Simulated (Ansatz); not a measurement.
## Elastic constants of Na3BrO at -1.5 GPa (stress–strain coefficients): input and output

Level of theory: DFT PBEsol, scalar-relativistic, plane waves, PAW (Ansatz 0.2.0).

Launched with:
```bash
ansatz run input.yaml --threads 1 --pin off --max-ram 1228MiB --backend cpu --events-out ev --progress --plain --runs-dir out
```

Input (bare energies are in eV):
```yaml
crystal:
  lattice:
    - [4.6168, 0.0, 0.0]
    - [0.0, 4.6168, 0.0]
    - [0.0, 0.0, 4.6168]
  atoms:
    - { symbol: Br, position: [0.0, 0.0, 0.0] }
    - { symbol: O, position: [0.5, 0.5, 0.5] }
    - { symbol: Na, position: [0.5, 0.5, 0.0] }
    - { symbol: Na, position: [0.5, 0.0, 0.5] }
    - { symbol: Na, position: [0.0, 0.5, 0.5] }
basis:
  ecutwfc: 420
kpoints:
  mp_grid: { grid: [6, 6, 6] }
hamiltonian:
  xc: pbesol
scf:
  occupations: { method: fixed }
output:
  forces: true
  stress: true
  eigenvalues: true
elastic:
  mode: relaxed_ion
  stencil: two_point
```

From the output:
```
--- Elastic constants: 2 strain directions × 2 members + reference (group order 48) ---
  dense FFT box of the reference and of every strained cell: 32×32×32
  strains applied: 11, 23; error gains: componentwise 1.00 (the most a stress slope's error grows in a printed constant), spectral 1.73 (1 for all six strains in a standard setting)
  C = ∂σ_k/∂η_j (tension-positive GPa; Voigt order 11 22 33 23 13 12):
        55.899     12.771     12.771     -0.000     -0.000     -0.000
        12.771     55.899     12.771     -0.000     -0.000     -0.000
        12.771     12.771     55.899     -0.000     -0.000     -0.000
        -0.000     -0.000      0.000     20.087     -0.000      0.000
         0.000      0.000     -0.000      0.000     20.087     -0.000
        -0.000     -0.000     -0.000      0.000      0.000     20.087
  reference stress σ⁰ (GPa):      1.483      1.483      1.483     -0.000     -0.000      0.000
  C* (energy form; C + prestress term) asymmetry max|C*_kj − C*_jk| = 3.553e-15 GPa — a small one proves nothing (zero by symmetry where the batch's group is 432, −43m or m−3m); a large one is finite-difference/SCF noise where every solve ...
  moduli (Voigt/Reuss/Hill, GPa): K = 27.15/27.15/27.15   G = 20.68/20.65/20.67   E = 49.45   ν = 0.196
  mechanically stable: yes (min eigenvalue of sym C = 20.09 GPa)
  strain η (Voigt 11):  stress-route row diagonal C_11 = 55.90 GPa, energy-path curvature d²(F+E_count+ΔE)/dδ²/Ω₀ = 56.13 GPa
         δ    σ_11 (GPa) F (eV) n_scf n_hpsi n_pw
    -2.000e-3       1.3701       -7729.2776027       9   17853   1940   relax 0 steps, max|allowed force component| 2.45e-29 eV/Å
     2.000e-3       1.5937       -7729.2739935      10   18037   1956   relax 0 steps, max|allowed force component| 5.38e-29 eV/Å
  strain η (Voigt 23):  stress-route row diagonal C_44 = 20.09 GPa, energy-path curvature d²(F+E_count+ΔE)/dδ²/Ω₀ = 19.66 GPa
         δ    σ_23 (GPa) F (eV) n_scf n_hpsi n_pw
    -2.000e-3      -0.0402       -7729.2758396      10   23865   1944   relax 0 steps, max|allowed force component| 7.89e-30 eV/Å
     2.000e-3       0.0402       -7729.2758396      10   23533   1944   relax 0 steps, max|allowed force component| 2.40e-29 eV/Å
```

The cell is the ideal cubic antiperovskite prototype; whether it is the stable structure of this composition wasn't checked.